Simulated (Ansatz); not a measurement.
Consider the following.

Relaxed GaP (zinc blende):

```
GaP
1.0
    0.00000     5.50603     5.50603
    2.75302     0.00000     2.75302
    2.75302     2.75302     0.00000
P Ga
2 2
Direct
  0.37500   0.75000   0.75000
  0.87500   0.75000   0.75000
  0.00000   0.00000   0.00000
  0.50000   0.00000   0.00000
```

Scan: atom 4 (Ga, nearest neighbour P at 2.384 Å; its periodic images, 3.9 Å or more away, move with it) is displaced along Cartesian [111], direction (0.577, 0.577, 0.577) in Cartesian axes, by s. The other atoms stay.

These are PBE (plane waves to 420 eV, PAW, scalar-relativistic; Ansatz, an electronic-structure program) values and carry that method's errors. k mesh 4×8×8 (Γ-centred), Fermi-Dirac smearing 0.05 eV. E stands for the smeared free energy. GaP was relaxed with its symmetry unable to fall. The zero of ΔE is the undisplaced structure.

The scan covers s from -0.480 to 0.480 Å in 11 points.

**Question.** Is the energy the same for displacements of ±0.480 Å, and if not, which side lies higher?

**Answer.** Not even: the negative side lies higher at ±0.480 Å. With its periodic images moving along, the atom's site symmetry in this cell is 3m.

**Question.** What is the energy change at s = 0.480 Å?

**Answer.** 618 meV/cell.

**Question.** What force acts on the atom along the line at s = -0.480 Å?

**Answer.** 10.1 eV/Å.

**Question.** What is the force constant k = d²E/ds² of this move at s = 0?

**Answer.** 9.36 eV/Å².

(For displaced atoms, the force is minus the slope of the energy, and its curvature is a force constant, which sets phonon frequencies.)
